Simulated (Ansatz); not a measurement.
## Structures of TeS₂: which is lowest?

Plane-wave DFT in Ansatz with scalar-relativistic PAW potentials, cutoff 500 eV, Γ-centred meshes chosen by cell and gap, Gaussian smearing with energies taken to zero width. Every cell was relaxed (cell and atoms) in a run of its own, within the symmetry of its start. Functional: r2SCAN.

Relaxed structures (starts from databases or built by putting these elements on another compound's sites):
A. Pnnm, 6 atoms in the computed cell, a = 6.102 Å, b = 6.422 Å, c = 3.831 Å; sites (symmetry × multiplicity) Te ..2/m × 2, S ..m × 4; start: built
B. Fm-3m, 3 atoms in the computed cell, a = 6.525 Å; sites (symmetry × multiplicity) Te m-3m × 4, S -43m × 8; start: built

Rank them by energy. Could pressure change the order?

| structure | group | E − E(lowest) (meV/atom) | V (Å³/atom) | gap on mesh (eV) |
| --- | --- | --- | --- | --- |
| A | Pnnm | 0.0 | 25.02 | 0.00 |
| B | Fm-3m | 224 | 23.16 | 0.00 |

A is lowest, 224 meV/atom under B. B is denser by 1.87 Å³/atom, so pressure favours it: ΔE/ΔV, with ΔE in eV and 1 eV/Å³ = 160.2 GPa, gives about 19 GPa for equal enthalpy if both cells were rigid; at such pressures compression changes ΔV much, so this is a scale only. Other structures may lie lower than all of these, and vibrations aren't counted.

Spin-orbit coupling is left out, which matters for the bands of heavy elements.